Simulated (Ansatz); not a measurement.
CsI:
```yaml
crystal:
  lattice:
    - [4.66643, 0.00000, 0.00000]
    - [0.00000, 4.66643, 0.00000]
    - [0.00000, 0.00000, 4.66643]
  atoms:
    - { symbol: Cs, position: [0.00000, 0.00000, 0.00000] }
    - { symbol: I, position: [0.50000, 0.50000, 0.50000] }
```

Plane-wave PAW PBE (Ansatz code) gives a gap of 3.69 eV without spin–orbit coupling, maximum at M, minimum at Γ.

Task: What happens when spin–orbit coupling is switched on?

Result: The gap decreases by 0.23 eV, to 3.46 eV; maximum at Γ, minimum at Γ.

Task: Give the electron effective mass with spin–orbit coupling.

Result: 0.29 mₑ (isotropic).

Task: Give the hole effective mass with spin–orbit coupling, band 1 of 2 at the edge.

Result: 5.4 along [100], 2.1 along [110], 1.6 along [111] (mₑ).

Task: Give the hole effective mass with spin–orbit coupling, band 2 of 2 at the edge.

Result: 0.47 along [100], 0.55 along [110], 0.59 along [111] (mₑ).

Space group Pm-3m (CsCl type). The PBE relaxation kept the symmetry of its start.

Potentials: the later of the program's two PAW sets.
